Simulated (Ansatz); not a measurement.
SiOS (Janus 1T monolayer), relaxed with r2SCAN. In-plane lattice: a = 2.990 Å, b = 2.990 Å, γ = 120.0°; thickness between the outer nuclei 2.22 Å. Around Si lie 3 O at 1.93 Å and 3 S at 2.20 Å; around O lie 3 Si at 1.93 Å; around S lie 3 Si at 2.20 Å.

```cif
data_structure
_symmetry_space_group_name_H-M 'P 1'
_symmetry_Int_Tables_number 1
_cell_length_a 2.9903
_cell_length_b 2.9903
_cell_length_c 28.4060
_cell_angle_alpha 90.000
_cell_angle_beta 90.000
_cell_angle_gamma 120.000
_cell_volume 219.97
loop_
_atom_site_label
_atom_site_type_symbol
_atom_site_fract_x
_atom_site_fract_y
_atom_site_fract_z
_atom_site_occupancy
Si1 Si 0.00000 0.00000 0.32273 1
O1 O 0.33333 0.66667 0.35292 1
S1 S 0.66667 0.33333 0.27485 1
```
Periodic in the plane only; c spans the vacuum.

3 runs of Ansatz 0.2.0 on this cell differ in the functional (and in the settings that go with it). Levels are in eV from each run's valence top; v1 is the last filled band, c1 the first empty one.

Run A, mean stress -1.0 N/m (compression positive):
```tsv
point	v2	v1	c1	c2
Γ	0.00	0.00	3.13	6.18
M	-2.87	-1.78	3.26	7.10
K	-3.50	-2.43	5.53	7.63
```

Run B, mean stress -1.9 N/m (compression positive):
```tsv
point	v2	v1	c1	c2
Γ	0.00	0.00	3.44	6.50
M	-2.95	-1.84	3.52	7.42
K	-3.64	-2.51	5.82	7.93
```

Run C, mean stress 0.0 N/m (compression positive):
```tsv
point	v2	v1	c1	c2
Γ	0.00	0.00	1.85	5.49
M	-2.68	-1.70	1.96	5.77
K	-3.12	-2.30	4.09	6.20
```

Question: Match the runs to r2SCAN, PBE0, r2SCAN0.

Answer: A is PBE0, B is r2SCAN0, C is r2SCAN. In order of the gap: r2SCAN 1.85, PBE0 3.13, r2SCAN0 3.44 eV. The stress vanishes for r2SCAN, which relaxed the cell.

No spin polarisation and no zero-point or thermal motion; the cell was built from a prototype and may be hypothetical.

The stress of a hybrid is loosely converged in these runs.

The meshes of the hybrids are coarse, so their gaps aren't converged to the digits shown.
